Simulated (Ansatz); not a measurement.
Relaxing Sc

All numbers below come from Ansatz 0.2.0, DFT r2SCAN, scalar-relativistic, plane waves, PAW. Cutoff 500 eV, Γ-centred k mesh, Gaussian smearing, no spin polarisation in the final step.

The start is a database structure of Sc, space group C2/m (No. 12).

```
Sc
1.0
     4.40405   -2.50027    0.00000
     4.40405    2.50027    0.00000
    -0.00348    0.00000    3.20072
Sc
3
Cartesian
  2.9317 0.0000 3.1851
  -0.0017 0.0000 1.6004
  5.8729 0.0000 0.0157
```

Steps on the 10×10×14 mesh (3 atoms). 4 of 6 steps are shown, and the free energy counts from the last. Trial steps that were taken back and renewals of the plane-wave basis can be among the rows.

```
step  ΔF (meV/atom) V (Å³/atom) P (GPa) largest force component (eV/Å)
   1           11.2        23.50     2.84                           0.035
   2            2.5        25.06    -0.91                           0.006
   3            0.8        24.68    -0.06                           0.003
   6            0.0        24.65     0.01                           0.000
```

A final relaxation ran on a 10×10×14 mesh. The relaxed crystal, P6/mmm (No. 191):

```cif
data_structure
_symmetry_space_group_name_H-M 'P6/mmm'
_symmetry_Int_Tables_number 191
_cell_length_a 5.1443
_cell_length_b 5.1443
_cell_length_c 3.2267
_cell_angle_alpha 90.000
_cell_angle_beta 90.000
_cell_angle_gamma 120.000
_cell_volume 73.95
loop_
_atom_site_label
_atom_site_type_symbol
_atom_site_symmetry_multiplicity
_atom_site_Wyckoff_symbol
_atom_site_fract_x
_atom_site_fract_y
_atom_site_fract_z
_atom_site_occupancy
Sc1 Sc 2 c 0.66667 0.33333 0.00000 1
Sc2 Sc 1 b 0.00000 0.00000 0.50000 1
```

For Sc, the volume per atom is 24.65 Å³ and the density is 3.03 g/cm³. The gap on the 10×10×14 mesh is 0 eV (a metal).

The final run used a 10×10×14 mesh on its 3-atom cell and 0.10 eV smearing.

Symmetry constrained the relaxation, so the result can be a saddle point.